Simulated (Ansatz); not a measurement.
Consider the following.

Ca$_{3}$BiN:
```cif
data_BiCa3N
_chemical_formula_sum 'Ca3 Bi1 N1'
_space_group_name_H-M_alt 'P 1'
_space_group_IT_number 1
_cell_length_a 4.77953
_cell_length_b 4.77953
_cell_length_c 4.77953
_cell_angle_alpha 90.000
_cell_angle_beta 90.000
_cell_angle_gamma 90.000
loop_
_space_group_symop_operation_xyz
  'x, y, z'
loop_
_atom_site_label
_atom_site_type_symbol
_atom_site_fract_x
_atom_site_fract_y
_atom_site_fract_z
_atom_site_occupancy
Ca1 Ca 0.50000 0.00000 0.50000 1
Ca2 Ca 0.00000 0.50000 0.50000 1
Ca3 Ca 0.50000 0.50000 0.00000 1
Bi1 Bi 0.00000 0.00000 0.00000 1
N1 N 0.50000 0.50000 0.50000 1
```

This is the LDA-relaxed structure.

Question: All from LDA in the plane-wave PAW code Ansatz, unless another level is named. Give the hole effective mass, band 1 of 3 at the edge.

Answer: 0.27 along [100], 0.27 along [110], 0.098 along [111] (mₑ).

Question: Next, the weight of the valence-edge state by species (Voronoi cells)?

Answer: N 44 %, Bi 42 %, Ca 14 %.

Space group Pm-3m (anti-perovskite). The first step of the workflow began from a Materials Project structure, measured or hypothetical; the Crystallography Open Database files this formula in space group No. 221, but the cells were not matched. Its standing as an ambient phase is unchecked. Symmetry was held in the LDA relaxation; of distortions, only those at the zone centre were tested. Spin–orbit coupling is left out wherever it is not named.

Potentials: the later of the program's two PAW sets.

Edges and masses are those of Kohn–Sham bands, whose gap is no quasiparticle gap.
